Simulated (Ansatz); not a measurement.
## NaCl squeezed and stretched

A database entry relaxed whole under r2SCAN (Fm-3m):

```
CELL_PARAMETERS angstrom
0.00000 2.80379 2.80379
2.80379 0.00000 2.80379
2.80379 2.80379 0.00000
ATOMIC_POSITIONS crystal
Na 0.00000 0.00000 0.00000
Cl 0.50000 0.50000 0.50000
```

The cell was scaled uniformly, its shape held, and the atoms relaxed at each volume with plane-wave PAW DFT (Ansatz 0.2.0; r2SCAN, 500 eV, 10×10×10 Γ-centred mesh, fermi-dirac occupations of width 0.020 eV; no spin, no spin-orbit coupling). One row is withheld.

| volume (Å³/atom) | energy over the lowest (meV/atom) | pressure (GPa) | gap over mesh and path (eV) |
| --- | --- | --- | --- |
| 20.719 | 7.7 | 1.97 | 6.245 |
| 21.160 | 3.3 | 1.24 | 6.149 |
| 21.600 | 0.8 | 0.58 | 6.057 |
| 22.041 | 0.0 | 0.00 | 5.970 |
| 22.482 | 0.7 | -0.52 | 5.887 |
| 22.923 | ? | ? | ? |
| 23.364 | 6.1 | -1.40 | 5.733 |

**Question.** Fit the pressures of the other rows to the third-order Birch-Murnaghan form.

**Answer.** With f = [(V₀/V)^(2/3) − 1]/2 and P = 3B₀f(1 + 2f)^(5/2)[1 + 3(B₀′ − 4)f/2], least squares gives V₀ = 22.04 Å³ an atom, B₀ = 27.5 GPa and B₀′ = 4.7; the rows miss the fit by less than 0.01 GPa. The slope of the energies differs from these pressures by less than 0.05 GPa.

**Question.** How does the gap move with volume?

**Answer.** A parabola in ln(V/V₀) through the other rows has the slope dE_g/d ln V = -4.3 eV at V₀, so by B₀ the gap moves by +155 meV a GPa: it widens under pressure.

**Question.** What does the withheld row hold?

**Answer.** The fit gives -0.98 GPa at 22.923 Å³; the run gave -0.98 GPa and 2.8 meV an atom. Its gap is 5.808 eV, against 5.808 eV from the parabola.

Caveats: the shape of the cell was held; 0 K, fixed nuclei; the symmetry was kept, and this need not be the phase that is stable at 0 K; one mesh for all volumes; r2SCAN gaps lie as a rule under measured ones; the slope of the gap can be off by tens of per cent, more where shallow d levels or spin-orbit coupling act on the edges; pressure is positive in compression.
